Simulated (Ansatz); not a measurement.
Ga₂Cu (space group P4/mmm)

```yaml
crystal:
  lattice:
    - [5.54212, 0.00000, 0.00000]
    - [2.77106, 2.77106, 0.00000]
    - [0.00000, 0.00000, 5.66530]
  atoms:
    - { symbol: Ga, position: [0.00000, 0.50000, 0.28331] }
    - { symbol: Ga, position: [0.50000, 0.50000, 0.28331] }
    - { symbol: Ga, position: [0.00000, 0.50000, 0.71669] }
    - { symbol: Ga, position: [0.50000, 0.50000, 0.71669] }
    - { symbol: Cu, position: [0.00000, 0.00000, 0.00000] }
    - { symbol: Cu, position: [0.50000, 0.00000, 0.00000] }
```

The atoms are displaced by Q × the pattern below (from a DFPT mode at M = (0.5, 0.5, 0.0), largest move 1; Q in Å), at fixed cell. It is one choice among 2 degenerate patterns. (q is in reciprocal vectors of the primitive cell; the cell shown is doubled to hold the pattern.)

| atom | x | y | z |
|---|---|---|---|
| Ga1 | 0.000 | 1.000 | 0.000 |
| Ga2 | 0.000 | -1.000 | 0.000 |
| Ga3 | 0.000 | -1.000 | 0.000 |
| Ga4 | 0.000 | 1.000 | 0.000 |

Atoms not listed stay in place.

Calculation: LDA (plane waves to 420 eV, PAW, scalar-relativistic; Ansatz, a first-principles code). k mesh 17×17×8 (Γ-centred), Fermi-Dirac smearing 0.05 eV. Energies are smeared free energies. With partly filled bands, energies and forces of such displacements shift with the k mesh and the smearing. Ga2Cu is run without spin polarisation. Ga2Cu was relaxed with its symmetry unable to fall. ΔE is measured from the undisplaced structure. The last digit holds for this mesh only.

```json
[
 {"Q (Å)": "-0.1000", "ΔE (meV/cell)": "132.6"},
 {"Q (Å)": "-0.0833", "ΔE (meV/cell)": "90.6"},
 {"Q (Å)": "-0.0667", "ΔE (meV/cell)": "57.3"},
 {"Q (Å)": "-0.0500", "ΔE (meV/cell)": "withheld"},
 {"Q (Å)": "-0.0333", "ΔE (meV/cell)": "14.1"},
 {"Q (Å)": "-0.0167", "ΔE (meV/cell)": "3.5"},
 {"Q (Å)": "0.0000", "ΔE (meV/cell)": "0.0"},
 {"Q (Å)": "0.0167", "ΔE (meV/cell)": "3.5"},
 {"Q (Å)": "0.0333", "ΔE (meV/cell)": "14.1"},
 {"Q (Å)": "0.0500", "ΔE (meV/cell)": "withheld"},
 {"Q (Å)": "0.0667", "ΔE (meV/cell)": "57.3"},
 {"Q (Å)": "0.0833", "ΔE (meV/cell)": "90.6"},
 {"Q (Å)": "0.1000", "ΔE (meV/cell)": "132.6"}
]
```

Q: Fit an even polynomial form (powers 2, 4) to the given rows and predict ΔE at Q = -0.0500.

A: Least squares on the 11 given rows: ΔE = (12590)·Q² + (67140)·Q⁴, in meV/cell with Q in Å; root-mean-square residual 0.03 meV/cell. At -0.0500 the fit gives 31.9 meV/cell; the calculation gives 31.9 meV/cell, the same to the digits shown. The quadratic term alone would give 31.5 meV/cell.

(For displaced atoms, the force is minus the slope of the energy, and its curvature is a force constant, which sets phonon frequencies.)
